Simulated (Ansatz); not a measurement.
Given:

Hf₂Ge:
```cif
data_Ge2Hf4
_chemical_formula_sum 'Ge2 Hf4'
_space_group_name_H-M_alt 'P63/mmc'
_space_group_IT_number 194
_space_group_name_Hall '-P 6c 2c'
_cell_length_a 4.81927
_cell_length_b 4.81927
_cell_length_c 5.72537
_cell_angle_alpha 90.000
_cell_angle_beta 90.000
_cell_angle_gamma 120.000
loop_
_atom_site_label
_atom_site_type_symbol
_atom_site_symmetry_multiplicity
_atom_site_Wyckoff_symbol
_atom_site_fract_x
_atom_site_fract_y
_atom_site_fract_z
_atom_site_occupancy
Ge1 Ge 2 c 0.33333 0.66667 0.25000 1
Hf1 Hf 2 a 0.00000 0.00000 0.00000 1
Hf2 Hf 2 d 0.66667 0.33333 0.25000 1
```

This is the PBE-relaxed structure.

### Question
All from PBE in the plane-wave PAW code Ansatz, unless another level is named. Estimate the electronic character.

### Answer
metallic (no gap).

### Question
What about the density of states at the Fermi level?

### Answer
0.35 states/eV per atom (mean over ±0.08 eV).

### Question
Predict the formation energy from the elements (no fitted shifts).

### Answer
-0.41 eV/atom.

Space group P6_3/mmc. A made-up cell: these elements were put on the sites of a structure type; neither database checked (COD, Materials Project) lists it. Its standing as an ambient phase is unchecked. The cell was relaxed with PBE under the symmetry of its start; whether a distortion lowers the energy is not shown. No spin polarisation was allowed. The references are the lowest solids computed at this level, not always the standard phases. Spin–orbit coupling is left out wherever it is not named.

Potentials: the later of the program's two PAW sets.
